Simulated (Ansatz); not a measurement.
Put GeP₅ in P6/mmm (No. 191): Ge on 1a; P on 3f and 2d.

Theory: DFT PBE, scalar-relativistic, plane waves, PAW in Ansatz. Cutoff 420 eV, Γ-centred mesh, Gaussian smearing, no spin polarisation.

The zero of energy is the elements' standard structures at the same level; no fitted shifts are applied. The references include black phosphorus.

Task: Which cell and coordinates does it relax to?

Result:

Space group P6/mmm (No. 191). a = 6.141 Å, b = 6.141 Å, c = 3.196 Å, α = 90.00°, β = 90.00°, γ = 120.00°
```
atom  site  symmetry       x       y       z
  Ge    1a     6/mmm  0.0000  0.0000  0.0000
   P    3f       mmm  0.5000  0.0000  0.0000
   P    2d      -6m2  0.3333  0.6667  0.5000
```

Ge is surrounded by 6 P at 3.07 Å and 2 Ge at 3.20 Å; around P on a site of symmetry mmm lie 4 P at 2.39 Å, 2 Ge at 3.07 Å and 6 P at 3.07–3.20 Å; around P on a site of symmetry -6m2 lie 6 P at 2.39 Å. Another local minimum with the same sites may exist.

Task: And its energy and gap?

Result: The formation energy is +0.43 eV/atom and the gap on the 6×6×12 mesh of the 6-atom cell is 0 eV (a metal). It can't be a ground state, since the elements alone are lower.

The last run used Gaussian smearing of 0.10 eV. An odd number of electrons in the primitive cell allows no gap without spin; a larger cell or a magnetic state could open one. The cell is a metal run without spin; a magnetic state may lie lower. The reference form of P is held partly by dispersion forces, which this level lacks. Symmetry constrained the relaxation, so the result can be a saddle point.
